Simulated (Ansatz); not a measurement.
NaHF2 (space group R-3m)

```xyz
4
Lattice="1.7131 0.9891 4.5703 -1.7131 0.9891 4.5703 0.0000 -1.9781 4.5703" Properties=species:S:1:pos:R:3 pbc="T T T"
Na     0.0000     0.0000     0.0000
H      0.0000     0.0000     6.8554
F      0.0000     0.0000     7.9905
F      0.0000     0.0000     5.7204
```

Scan: atom 4 (F, nearest neighbour H at 1.135 Å; its periodic images, 3.4 Å or more away, move with it) is displaced along Cartesian z, direction (0.000, 0.000, 1.000) in Cartesian axes, by s. The other atoms stay.

Calculation: r2SCAN (plane waves to 500 eV, PAW, scalar-relativistic; Ansatz, a program for electronic structure). k mesh 9×9×9 (Γ-centred), Fermi-Dirac smearing 0.05 eV. E stands for the smeared free energy. Stress and pressure are positive under compression. NaHF2 was relaxed with its symmetry unable to fall. ΔE is measured from the undisplaced structure.

| s (Å) | P (GPa) | ΔE (eV/cell) |
|---|---|---|
| -0.110 | -2.2 | 0.0832 |
| -0.088 | -1.9 | 0.0554 |
| -0.066 | -1.5 | 0.0324 |
| -0.044 | -1.1 | [?] |
| -0.022 | -0.6 | [?] |
| 0.000 | 0.0 | 0.0000 |
| 0.022 | 0.7 | 0.0043 |
| 0.044 | 1.4 | [?] |
| 0.066 | 2.2 | 0.0426 |
| 0.088 | 3.1 | 0.0795 |
| 0.110 | 4.2 | 0.1306 |

Task: Some entries are withheld; supply them.

Result: 
- -0.044, ΔE (eV/cell): 0.0150
- -0.022, ΔE (eV/cell): 0.0039
- 0.044, ΔE (eV/cell): 0.0180

(For displaced atoms, the force is minus the slope of the energy, and its curvature is a force constant, which sets phonon frequencies.)
